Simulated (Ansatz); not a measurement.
Input:

CdF2:
```cif
data_Cd4F8
_chemical_formula_sum 'Cd4 F8'
_space_group_name_H-M_alt 'Fm-3m'
_space_group_IT_number 225
_space_group_name_Hall '-F 4 2 3'
_cell_length_a 5.48148
_cell_length_b 5.48148
_cell_length_c 5.48148
_cell_angle_alpha 90.000
_cell_angle_beta 90.000
_cell_angle_gamma 90.000
loop_
_atom_site_label
_atom_site_type_symbol
_atom_site_symmetry_multiplicity
_atom_site_Wyckoff_symbol
_atom_site_fract_x
_atom_site_fract_y
_atom_site_fract_z
_atom_site_occupancy
Cd1 Cd 4 a 0.00000 0.00000 0.00000 1
F1 F 8 c 0.25000 0.25000 0.25000 1
```
(The calculation used a cell of 3 atoms; values per cell refer to that cell.)

This is the PBE-relaxed structure.

All from PBE in the plane-wave PAW code Ansatz, unless another level is named. Predict the smallest direct gap on the standard path.

3.47 eV.

What about the electron effective mass?

0.38 mₑ (isotropic).

What about the band gap?

2.92 eV (indirect).

Give the valence-band maximum.

at W.

Give the weight of the conduction-edge state by species (Voronoi cells).

F 53 %, Cd 47 %.

Symmetry was held in the PBE relaxation. Scalar-relativistic: spin–orbit coupling is off unless named, which matters more the heavier the elements.

Potentials: the later of the program's two PAW sets.
